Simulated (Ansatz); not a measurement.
Consider the following.

KCl (rock salt)

```xyz
2
Lattice="0.0000 3.1462 3.1462 3.1462 0.0000 3.1462 3.1462 3.1462 0.0000" Properties=species:S:1:pos:R:3 pbc="T T T"
Cl     0.0000     0.0000     0.0000
K      3.1462     3.1462     3.1462
```

E(V) scan at fixed shape, V₀ the volume above. Symmetry pins the atoms to their sites.

All values below come from r2SCAN (plane waves to 500 eV, PAW, scalar-relativistic; Ansatz, a quantum-chemistry and plane-wave program). k mesh 9×9×9 (Γ-centred), Fermi-Dirac smearing 0.05 eV. E stands for the smeared free energy. Stress and pressure are positive under compression. KCl was relaxed with its symmetry unable to fall. The zero of ΔE is the relaxed starting cell.

The scan covers V/V₀ from 0.900 to 1.100 in 9 points.

### Question
What is the fitted pressure derivative B₀′?

### Answer
4.9.

### Question
What bulk modulus B₀ follows from a third-order Birch-Murnaghan fit?

### Answer
19.1 GPa.

(Under strain, the slope of the energy per volume gives the stress and its curvature an elastic modulus.)
